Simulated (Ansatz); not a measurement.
Si (P6_3/mmc), phonons: input and output

Computed with r²SCAN, PAW on Ansatz 0.2.0's default frozen-core files (fitted under PBE), scalar-relativistic; not a measurement.

The cell comes from a PAW relaxation under the same functional.

The structure is one entry of a database and needn't be the stable phase.

Command:

```sh
ansatz run input.yaml --threads 1 --pin off --max-ram 3072MiB --backend cpu --events-out ev --progress --plain --runs-dir out
```

input.yaml:

```yaml
crystal:
  lattice:
    - [3.83213864419, 0.0, 0.0]
    - [-1.9160693221, 3.31872941669, 0.0]
    - [0.0, 0.0, 6.34174730929]
  atoms:
    - { symbol: Si, position: [0.333333333333, 0.666666666667, 0.063071193113] }
    - { symbol: Si, position: [0.666666666667, 0.333333333333, 0.563071193113] }
    - { symbol: Si, position: [0.333333333333, 0.666666666667, 0.436928806887] }
    - { symbol: Si, position: [0.666666666667, 0.333333333333, 0.936928806887] }
kpoints:
  mp_grid: { grid: [6, 6, 4] }
scf:
  occupations: { method: fixed }
hamiltonian:
  xc: r2scan
  pseudopotentials: { kind: paw }
phonons:
  supercell: [1, 1, 1]
```

Output (shortened where marked):

```
Warning: RAYON_NUM_THREADS=1 ignored (pool sized by the plan → 1); use --threads N
Engine: ansatz 0.2.0, aarch64-unknown-linux-gnu
Pseudopotentials: kind: paw
Pseudopotential: Si, paw, valence charge 4, recommended cutoff 500 eV (meta_gga), Si.paw.azcp
Functional definition: r2SCAN
  parameter k0 = 0.174
  parameter k1 = 0.065
  parameter a1 = 4.9479
  exchange = r2scan_x(k0 = k0, k1 = k1, a1 = a1)
  correlation = r2scan_c
Crystal: 4 atoms, lattice volume = 80.653 Å³
Basis set: ecut = 500 eV, 2033 PW (Γ), exchange–correlation on 150×150×240 points (125 copies of the dense FFT grid, shifted against one another)
Bands: 12, of which v1, the nominal top of the filled ones, is band 8 counted from 1 (7 counted from 0)
Symmetry: 24 space group operations
k-points: 21 of 144
Non-local potential: Si, projectors of the file, l = 0: 2, l = 1: 2, l = 2: 2
PAW form: soft (Blöchl's): semilocal exchange-correlation on the pseudo side does not see the compensation charge
PAW frozen core: Si, regenerated for the run's functional (the file was generated under x = pbe(κ = 0.804, μ = 0.2195149727645171), c = pbe(β = 0.06672455060314922))
PAW one-centre angular grid: Si, 302 points (default); XC on 160 Gauss nodes
Initial density: superposition of atomic densities (neutral atoms: chi_scale 0, normalization atom), corrected by the library's trained network
Initial wavefunctions: pseudopotential atomic-orbital guess
Functional: x = r2scan, c = r2scan; τ floored in thin density (d = 2e-4 eV/Å³)
SCF iter   1: F=—  HF=-2556.159043 eV  |F-HF|=—  |Δ(HF+E_count)|=         —  Δρ=3.68e-3  dr2=7.96e-3  dr2_τ=2.46e-2  ethr=1.77e-3  ⟨swp⟩=4.5  Hψ=1502  notcnv=0  defer=30
preconditioner: auto → none  [insulator: Δε(μ)=0.574 eV  Ē_g=8.388 eV  n_scr=10 (ndim 8)  ℏωp=16.5 eV  f_vac=0.000  ε∞_Penn≈4.9]
SCF iter   2: F=—  HF=-2556.191104 eV  |F-HF|=—  |Δ(HF+E_count)|=   3.21e-2  Δρ=2.09e-3  dr2=2.38e-3  dr2_τ=1.14e-5  ethr=4.97e-5  ⟨swp⟩=2.0  Hψ=634  notcnv=0  defer=39
[... 28 lines left out ...]
SCF iter   1: F=—  HF=-2556.191028 eV  |F-HF|=—  |Δ(HF+E_count)|=         —  Δρ=6.59e-7  dr2=1.78e-10  dr2_τ=5.70e-11  ethr=1.71e-12  ⟨swp⟩=3.3  Hψ=3636  notcnv=0  defer=61
preconditioner: auto → none  [insulator: Δε(μ)=0.602 eV  Ē_g=8.378 eV  n_scr=10 (ndim 8)  ℏωp=16.5 eV  f_vac=0.000  ε∞_Penn≈4.9]
SCF iter   2: F=—  HF=-2556.191028 eV  |F-HF|=—  |Δ(HF+E_count)|=  1.91e-10  Δρ=3.41e-7  dr2=4.37e-11  dr2_τ=4.06e-13  ethr=1.11e-12  ⟨swp⟩=2.2  Hψ=945  notcnv=0  defer=61
SCF iter   3: F=—  HF=-2556.191028 eV  |F-HF|=—  |Δ(HF+E_count)|=  4.23e-11  Δρ=8.63e-8  dr2=3.09e-11  dr2_τ=9.72e-14  ethr=1.00e-12  ⟨swp⟩=2.0  Hψ=803  notcnv=0  defer=61
SCF iter   4: F=-2556.191028 eV  HF=-2556.191028 eV  |F-HF|=9.09e-13  |Δ(HF+E_count)|=  6.37e-12  Δρ=2.38e-8  dr2=9.19e-13  dr2_τ=6.99e-15  ethr=1.00e-12  ⟨swp⟩=5.0  Hψ=2585  notcnv=0
SCF 4 converged in 4 iterations: F = -2556.191028 eV  dr2 = 9.19e-13
SCF converged after 2 iterations
Free energy (F): -2556.191059 eV
Harris-Foulkes:  -2556.191059 eV  (|F-HF|=9.09e-13)
Internal energy: -2556.191059 eV  (E = F + TS)
E sigma→0 (E₀):  -2556.191059 eV
Fermi energy:    6.354126 eV
--- Per-component energies (eV) ---
  E_band       = 12.981127
  E_kinetic    = 161.756012
  E_local      = -108.734961  (includes V_loc(G=0)·N_el)
  E_nonlocal   = 99.942097
  E_hartree    = 30.608563
  E_xc         = -206.030083
  E_vxc        = -198.988398  (∫ρ·V_xc dr)
  E_paw        = -2078.048189  (= ΣΔE_a)
  E_vpaw       = -9.995193  (= ΣTr[D̂ρ^β])
  E_aug_tail   = 0.000017  (compensation charges beyond the density's cutoff)
  E_vtau       = 7.784425  (kinetic-family band-sum trace: ∫τ·v_τ [+ j·A + Jᵃ·Aᵃ] dr)
  E_ewald      = -455.378784
  E_core_change = -0.305732  (= ΣΔE_core)
  E_smearing   = -0.000000  (= −TS)
  E_closure    = -0.000000  (closes the sum)
  Σ components = -2556.191059   (vs F -2556.191059, Δ=0.00e0)
--- Forces (eV/Å), atoms counted from 1 ---
  atom   1  Si     0.00000000    -0.00000000    -0.00907587
  atom   2  Si    -0.00000000     0.00000000    -0.00907587
  atom   3  Si     0.00000000    -0.00000000     0.00907587
  atom   4  Si    -0.00000000     0.00000000     0.00907587
  max |Σ_I F_I| component: 3.24e-17 eV/Å
--- Phonons: 2 displaced members + reference (amplitude 0.0025 Å, Σ member SCF iterations 11) ---
  symmetry images taken by strict's conditions (phonons.symmetry_images: auto; settled by no image being taken that strict refuses)
  ASR residual: 1.066e-4 → 0.000e0 eV/Å²; symmetrization residual: 1.066e-14 eV/Å²
  largest component of a force at the reference: 9.1e-3 eV/Å
  ASR residual per site (eV/Å²): 1.07e-4 1.07e-4 1.07e-4 1.07e-4
  Γ frequencies (cm⁻¹): 0.00 0.00 0.00 107.25 107.25 385.34 415.34 495.69 495.69 513.42 514.20 514.20
  density of states and harmonic sums: on the 19×19×10 q-mesh, interpolated from the force constants of a 1×1×1 supercell (no non-analytic term)
  largest difference from the sums on the solved wave vectors: F 2.25e-1 eV, S 4.84e-4 and C_V 2.58e-4 eV/K
```

Self-consistency was reached.

**Zone-centre phonons**

Harmonic phonons of a crystal by Kohn-Sham DFT at the given cell, standard atomic masses, acoustic sum rule imposed; negative wavenumbers are unstable modes; optical zone-centre levels upwards with Mulliken labels, activity, and the element with most of the kinetic energy.

| Item | Value |
| --- | --- |
| Point group | 6/mmm |

```
number  phonon wavenumber (cm⁻¹)  label  infrared  raman  lead element
     1                     107.2    E2u        no     no            Si
     2                     385.3    B1g        no     no            Si
     3                     415.3    B2u        no     no            Si
     4                     495.7    E2g        no    yes            Si
     5                     513.4    A1g        no    yes            Si
     6                     514.2    E1g        no    yes            Si
```

Caveats: frozen-core PAW files fitted under PBE, their cores solved anew for the functional of the run; zone-boundary modes aren't tested.

Cost: 34 s on 1 thread of Arm Neoverse V1, on a shared host, peak memory 0.66 GiB.
